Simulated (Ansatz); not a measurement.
The relaxed structure here is a generated cell of LiScF4: the first start was made by placing the elements on the sites of a structure type, and the end was not matched to a known phase here, so it may be hypothetical.

The start is a generated trial cell of LiScF4 in the AFLOW prototype AB4C_hP6_191_a_h_b (as in MgAlB4). Cell shape, volume and atoms are optimised at zero target pressure with r2SCAN (plane waves to 500 eV, PAW, scalar-relativistic; Ansatz, an electronic-structure program). First-step values are on the input's coarse k-mesh.

Ansatz input (later rounds restart from its end on a renewed k-mesh):
Ansatz 0.2 input:
```yaml
crystal:
  lattice:
    - [3.2425306, 0, 0]
    - [-1.6212653, 2.8081139, 0]
    - [0, 0, 7.1494245]
  atoms:
    - { symbol: Li, position: [0, 0, 0.5] }
    - { symbol: Sc, position: [0, 0, 0] }
    - { symbol: F, position: [0.33333333, 0.66666667, 0.2413] }
    - { symbol: F, position: [0.66666667, 0.33333333, 0.2413] }
    - { symbol: F, position: [0.66666667, 0.33333333, 0.7587] }
    - { symbol: F, position: [0.33333333, 0.66666667, 0.7587] }
basis: { ecutwfc: 500, ecutrho_ratio: 4, xc_grid: 4, fft_grid_basis: typed }
kpoints: { mp_grid: { grid: [8, 8, 4] } }
hamiltonian:
  xc: r2scan
  dispersion: none
  pseudopotentials: { kind: paw }
scf: { occupations: { method: fermi_dirac, width: 0.05 } }
relax: { f_tol: 0.01, max_steps: 100, cell: { stress_tol: 0.02 } }
output: { forces: true, stress: true }
```

Task: What pressure does the first self-consistent step give?

Result: +24.4 GPa (positive: the cell is compressed).

Task: Which atoms feel the largest initial force, and how large is it?

Result: 1.98 eV/Å, on F3, F4, F5, F6 (atoms numbered as listed).

Task: By how much does the energy per atom fall from start to end?

Result: 1.39 eV/atom.

Task: How do the shortest distances between atoms change?

Result: The closest pairs of elements (up to four, under 3.6 Å), start → end: F–F 1.87 → 2.11 Å; F–Sc 2.55 → 2.42 Å; F–Li 2.63 → 2.67 Å; Li–Sc 3.57 → 2.81 Å.

Task: Give the final cell and atomic positions.

Result: 
```cif
data_F4LiSc
_chemical_formula_sum 'Li1 Sc1 F4'
_space_group_name_H-M_alt 'P6/mmm'
_space_group_IT_number 191
_space_group_name_Hall '-P 6 2'
_cell_length_a 3.66039
_cell_length_b 3.66039
_cell_length_c 5.61558
_cell_angle_alpha 90.000
_cell_angle_beta 90.000
_cell_angle_gamma 120.000
loop_
_atom_site_label
_atom_site_type_symbol
_atom_site_symmetry_multiplicity
_atom_site_Wyckoff_symbol
_atom_site_fract_x
_atom_site_fract_y
_atom_site_fract_z
_atom_site_occupancy
Li1 Li 1 b 0.00000 0.00000 0.50000 1
Sc1 Sc 1 a 0.00000 0.00000 0.00000 1
F1 F 4 h 0.33333 0.66667 0.21080 1
```

The space group stays P6/mmm (No. 191) (the run could not lower it), with 6 atoms in the primitive cell. Final values are on a 10×10×6 k-mesh of the relaxed cell. No spin polarisation in the result.

The run could not lose the symmetry of its start: the end is stationary, and may be a saddle point rather than a minimum.
